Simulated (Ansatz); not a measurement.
Polymorphs of HfC, each relaxed with the program Ansatz at the r²SCAN level (PAW):

A: rock salt (Fm-3m), a = 4.6407 Å, b = 4.6407 Å, c = 4.6407 Å, α = 90.00°, β = 90.00°, γ = 90.00°

B: zinc blende (F-43m), a = b = c = 5.027 Å, α = β = γ = 90.00°

C: P6_3/mmc, a = 3.840 Å, b = 3.840 Å, c = 4.627 Å, α = 90.00°, β = 90.00°, γ = 120.00°

D: P-6m2, a = b = 3.2265 Å, c = 2.9014 Å, α = β = 90.00°, γ = 120.00°

Put the candidates in order of energy per atom at 0 K, lowest first, for r²SCAN.

A (+0 meV/atom), C (+254 meV/atom), B (+630 meV/atom), D (+807 meV/atom)

Give each one's gap.

A no gap; B 0.57 eV; C no gap; D no gap.

Built on a structure type that need not be the filed one of that space group: C. Typed or built starts, not in the databases checked: B; D. Not the usual ambient phase: B; C; D. All cells were relaxed under the symmetry of their starts (and spin orders); stability against distortions was not tested throughout. Rows with no word on spin ran without spin polarisation. Scalar-relativistic: spin–orbit coupling is off unless named, which matters more the heavier the elements.

Energies hold the estimated change up to a 700 eV cutoff; steps of a few meV lie near the error of the meshes.

Potentials: the later of the program's two PAW sets.
